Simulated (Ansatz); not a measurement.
The start is a relaxed Mo2C cell, doubled along one cell vector, shaken by Gaussian noise of σ = 0.08 Å a coordinate. The structure is fully relaxed (lattice and positions, P = 0) with PBEsol (plane waves to 420 eV, PAW, scalar-relativistic; Ansatz, a quantum-chemistry and plane-wave program). The first steps use a coarse 9×5×5 k-mesh.

Starting cell:
```
Mo2C
1.0
    3.03144     0.00000     0.00000
   -3.03144     5.25060     0.00000
    0.00000     0.00000     4.62176
C Mo
2 4
Direct
  0.97222   0.98765   0.99574
  0.99782   0.48937   0.01602
  0.33965   0.33285   0.75856
  0.31222   0.81420   0.72620
  0.66927   0.16859   0.23450
  0.62238   0.65687   0.24958
```

| Quantity | Result |
|---|---|
| Initial pressure | +3 GPa (positive: the cell is compressed) |
| Energy released | 0.07 eV/atom |
| Relative to the parent | The parent structure is recovered, P-3m1 (No. 164) |
| Shortest distances (start → end) | The closest pairs of elements (up to four, under 3.6 Å), start → end: C–Mo 1.96 → 2.10 Å; Mo–Mo 2.75 → 2.89 Å; C–C 2.99 → 3.03 Å |
| Band gap at the end | no gap (metallic) |
| Optimiser moves | 7 |

Relaxed structure:

```cif
data_CMo2
_chemical_formula_sum 'C1 Mo2'
_space_group_name_H-M_alt 'P-3m1'
_space_group_IT_number 164
_space_group_name_Hall '-P 3 2"'
_cell_length_a 3.03144
_cell_length_b 3.03144
_cell_length_c 4.62187
_cell_angle_alpha 90.000
_cell_angle_beta 90.000
_cell_angle_gamma 120.000
loop_
_atom_site_label
_atom_site_type_symbol
_atom_site_symmetry_multiplicity
_atom_site_Wyckoff_symbol
_atom_site_fract_x
_atom_site_fract_y
_atom_site_fract_z
_atom_site_occupancy
C1 C 1 a 0.00000 0.00000 0.00000 1
Mo1 Mo 2 d 0.33333 0.66667 0.25073 1
```

Final values are on a 18×18×10 k-mesh of the relaxed cell. No spin polarisation in the result.

The first start was generated by a random draw of sites in a space group. Materials Project lists a structure of Mo2C in the same space group, P-3m1 (No. 164); the sites were not compared with it, nor with measured phases.
